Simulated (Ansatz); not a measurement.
YF3:
```yaml
crystal:
  lattice:
    - [6.33006, 0.00000, 0.00000]
    - [0.00000, 6.83973, 0.00000]
    - [0.00000, 0.00000, 4.36952]
  atoms:
    - { symbol: Y, position: [0.63090, 0.75000, 0.93870] }
    - { symbol: Y, position: [0.36910, 0.25000, 0.06130] }
    - { symbol: Y, position: [0.86910, 0.25000, 0.43870] }
    - { symbol: Y, position: [0.13090, 0.75000, 0.56130] }
    - { symbol: F, position: [0.16508, 0.43686, 0.37794] }
    - { symbol: F, position: [0.83492, 0.56314, 0.62206] }
    - { symbol: F, position: [0.33492, 0.56314, 0.87794] }
    - { symbol: F, position: [0.66508, 0.43686, 0.12206] }
    - { symbol: F, position: [0.66508, 0.06314, 0.12206] }
    - { symbol: F, position: [0.33492, 0.93686, 0.87794] }
    - { symbol: F, position: [0.83492, 0.93686, 0.62206] }
    - { symbol: F, position: [0.16508, 0.06314, 0.37794] }
    - { symbol: F, position: [0.52307, 0.25000, 0.58946] }
    - { symbol: F, position: [0.47693, 0.75000, 0.41054] }
    - { symbol: F, position: [0.97693, 0.75000, 0.08946] }
    - { symbol: F, position: [0.02307, 0.25000, 0.91054] }
```

Relaxed with PBEsol. Independent-particle spectrum: no excitons, no local fields, no scissors shift; 0.1 eV broadening; ε₁ of the summed bands alone.

Task: Tabulate the dielectric function from PBEsol (plane waves, PAW; program Ansatz).

Result: 

| E (eV) | ε₁ xx | ε₂ xx | ε₁ yy | ε₂ yy | ε₁ zz | ε₂ zz |
|---|---|---|---|---|---|---|
| 0.0 | 2.68 | 0.00 | 2.60 | 0.00 | 2.53 | 0.00 |
| 0.4 | 2.68 | 0.00 | 2.60 | 0.00 | 2.53 | 0.00 |
| 0.8 | 2.69 | 0.00 | 2.60 | 0.00 | 2.53 | 0.00 |
| 1.2 | 2.70 | 0.00 | 2.61 | 0.00 | 2.54 | 0.00 |
| 1.6 | 2.71 | 0.00 | 2.63 | 0.00 | 2.55 | 0.00 |
| 2.0 | 2.73 | 0.00 | 2.64 | 0.00 | 2.57 | 0.00 |
| 2.4 | 2.75 | 0.00 | 2.66 | 0.00 | 2.59 | 0.00 |
| 2.8 | 2.78 | 0.00 | 2.69 | 0.00 | 2.62 | 0.00 |
| 3.2 | 2.82 | 0.00 | 2.72 | 0.00 | 2.65 | 0.00 |
| 3.6 | 2.86 | 0.00 | 2.76 | 0.00 | 2.68 | 0.00 |
| 4.0 | 2.90 | 0.00 | 2.80 | 0.00 | 2.73 | 0.00 |
| 4.4 | 2.96 | 0.00 | 2.85 | 0.00 | 2.78 | 0.00 |
| 4.8 | 3.03 | 0.00 | 2.92 | 0.00 | 2.84 | 0.00 |
| 5.2 | 3.11 | 0.00 | 2.99 | 0.00 | 2.91 | 0.00 |
| 5.6 | 3.21 | 0.00 | 3.08 | 0.00 | 3.00 | 0.00 |
| 6.0 | 3.32 | 0.00 | 3.18 | 0.00 | 3.11 | 0.00 |
| 6.4 | 3.47 | 0.00 | 3.32 | 0.00 | 3.25 | 0.00 |
| 6.8 | 3.66 | 0.00 | 3.49 | 0.00 | 3.42 | 0.00 |
| 7.2 | 3.90 | 0.00 | 3.71 | 0.00 | 3.67 | 0.00 |
| 7.6 | 4.26 | 0.00 | 4.05 | 0.00 | 4.03 | 0.00 |
| 8.0 | 4.88 | 0.01 | 4.69 | 0.11 | 4.76 | 0.19 |
| 8.4 | 5.83 | 0.87 | 5.23 | 0.70 | 5.46 | 0.83 |
| 8.8 | 6.05 | 1.90 | 5.59 | 1.11 | 5.94 | 2.00 |
| 9.2 | 6.25 | 2.46 | 6.64 | 2.41 | 5.47 | 3.44 |
| 9.6 | 7.19 | 5.78 | 5.94 | 5.24 | 4.44 | 6.33 |
| 10.0 | 3.82 | 6.55 | 3.60 | 5.42 | 2.03 | 5.19 |
| 10.4 | 2.37 | 5.62 | 3.11 | 6.01 | 1.49 | 4.80 |
| 10.8 | 1.59 | 6.01 | 0.70 | 5.90 | 0.76 | 4.34 |
| 11.2 | 0.15 | 6.67 | -0.21 | 5.03 | -0.15 | 3.82 |
| 11.6 | -1.68 | 4.57 | -0.83 | 3.43 | -0.63 | 2.77 |
| 12.0 | -1.64 | 3.00 | -0.84 | 2.69 | -0.16 | 2.03 |

Task: From ε at 8.4 eV (xx: 5.83 + 0.87i), find n, k, the normal reflectivity and the absorption coefficient.

Result: n = 2.42, k = 0.180, R = 17 %, α = 2kE/ħc = 150000 cm⁻¹.

With all bands, ε∞ without local fields is 2.91 (xx), 2.83 (yy), 2.76 (zz). DFPT, with local fields, gives 2.82 (xx), 2.74 (yy), 2.68 (zz).

Space group Pnma. The workflow started from a Materials Project entry (that database holds measured and hypothetical structures alike); the Crystallography Open Database files this formula in space group No. 62, but the cells were not matched. Whether it is the stable phase at ambient conditions was not checked. The cell was relaxed with PBEsol under the symmetry of its start; whether a distortion lowers the energy is not shown. No spin polarisation was allowed. Spin–orbit coupling is left out wherever it is not named.

Potentials: the earlier of the program's two PAW sets. The files were generated under PBE; for other functionals the program regenerates the frozen cores, and for LDA and PBEsol the local potential too.
